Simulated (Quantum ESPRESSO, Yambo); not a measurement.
For NaF (rock salt, space group Fm-3m, No. 225), Yambo gives the independent-particle static dielectric constant along x as 1.86 on PBEsol bands and 1.65 after a scissor of 4.53 eV widens every gap (16×16×16 mesh, 21 bands, 4 Ry local-field block, 0.2 eV broadening).

Q: A scissor keeps the position matrix elements. In a one-oscillator model, how does ε − 1 scale, and what mean transition energy do the two values imply?

A: Each transition adds |r|²/E to ε − 1, so ε − 1 ∝ 1/(E0 + Δ). Then (1.65 − 1)/(1.86 − 1) = E0/(E0 + Δ) = 0.756, and E0 = Δ(ε' − 1)/(ε − ε') = 14.0 eV. The computed Im ε, weighted by 1/E up to 20 eV, has its mean at 12.3 eV; the smallest direct PBEsol gap is 6.22 eV. The scissor comes from a G0W0 run whose convergence isn't established. Convergence of the RPA response with its 16×16×16 mesh was not tested.

Bands from Quantum ESPRESSO.

Geometry relaxed with PBEsol; primitive cell a = b = c = 3.2720 Å, α = β = γ = 60.00°.
